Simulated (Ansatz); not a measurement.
Equation of state of Tc from a dense series

```yaml
crystal:
  lattice:
    - [2.74000, 0.00000, 0.00000]
    - [-1.37000, 2.37291, 0.00000]
    - [0.00000, 0.00000, 4.39800]
  atoms:
    - { symbol: Tc, position: [0.33333, 0.66667, 0.25000] }
    - { symbol: Tc, position: [0.66667, 0.33333, 0.75000] }
```

Atom numbers follow the list: Tc1, Tc2.

The geometry is COD entry 1541062, unchecked; take it as a test cell.

Level of theory: DFT, LDA, all-electron LAPW, scalar-relativistic (Ansatz 0.2.0).

Numerical set-up: a Γ-centred 17×17×9 k mesh, Fermi–Dirac smearing of 0.08 eV, basis error target 1 meV/atom, no spin polarisation.

The cell is scaled evenly. Fractional coordinates are held (clamped ions).

```
V (Å³/atom)  P (GPa)
     13.447     8.77
     13.726     1.30
     14.011    -5.56
     14.154    -8.71
     14.297   -11.68
     14.440   -14.50
     14.583   -17.15
     14.869   -22.02
     15.155   -26.36
```

Task: Fit a third-order Birch–Murnaghan curve to the pressures.

Result: P = (3B0/2)(y^(7/2) − y^(5/2))[1 + (3/4)(B0′ − 4)(y − 1)] with y = (V0/V)^(2/3) fits within 0.01 GPa for V0 = 13.777 Å³/atom, B0 = 342.5 GPa and B0′ = 4.50.

Task: Predict the pressure at the withheld volume, 13.440 Å³/atom.

Result: There y = 1.0167, so the fit gives 8.98 GPa; the run gave 8.97 GPa.
